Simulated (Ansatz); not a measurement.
The relaxed structure here is a generated cell of RbHgCl3: the first start was made by placing the elements on the sites of a structure type, and the end was not matched to a known phase here, so it may be hypothetical.

The start is a generated cell, RbHgCl3 built in the GdFeO3 structure type. Cell shape, volume and atoms are optimised at zero target pressure with r2SCAN (plane waves to 500 eV, PAW, scalar-relativistic; Ansatz, an electronic-structure program). The first steps use a coarse 3×2×3 k-mesh.

Starting cell:
```
RbHgCl3
1.0
    7.33082     0.00000     0.00000
    0.00000    10.34377     0.00000
    0.00000     0.00000     7.30635
Rb Hg Cl
4 4 12
Cartesian
  3.57524   2.58594   7.24497
  7.24065   2.58594   3.71455
  3.75558   7.75783   0.06137
  0.09017   7.75783   3.59180
  0.00000   0.00000   0.00000
  3.66541   5.17189   3.65317
  0.00000   5.17189   0.00000
  3.66541   0.00000   3.65317
  0.22945   2.58594   0.42815
  3.89486   2.58594   3.22502
  7.10136   7.75783   6.87819
  3.43595   7.75783   4.08132
  2.11128   5.55461   1.55625
  5.77668   9.96105   2.09692
  5.21954   0.38272   5.75009
  1.55413   4.78917   5.20942
  5.21954   4.78917   5.75009
  1.55413   0.38272   5.20942
  2.11128   9.96105   1.55625
  5.77668   5.55461   2.09692
```

Q: How much energy is released per atom?

A: 0.030 eV/atom.

Q: How do the shortest distances between atoms change?

A: The closest pairs of elements (up to four, under 3.6 Å), start → end: Cl–Hg 2.63 → 2.42 Å; Cl–Rb 3.13 → 3.33 Å.

Q: Is the relaxed structure metallic? Give its gap.

A: 1.77 eV, direct at Γ (no spin-orbit coupling).

The space group stays Pnma (No. 62) (the run could not lower it), with 20 atoms in the primitive cell. Final values are on a 4×3×4 k-mesh of the relaxed cell. No spin polarisation in the result. Without spin-orbit coupling the bands of the heavy element are not split, so the gap can be far off.

The run could not lose the symmetry of its start: the end is stationary, and may be a saddle point rather than a minimum.
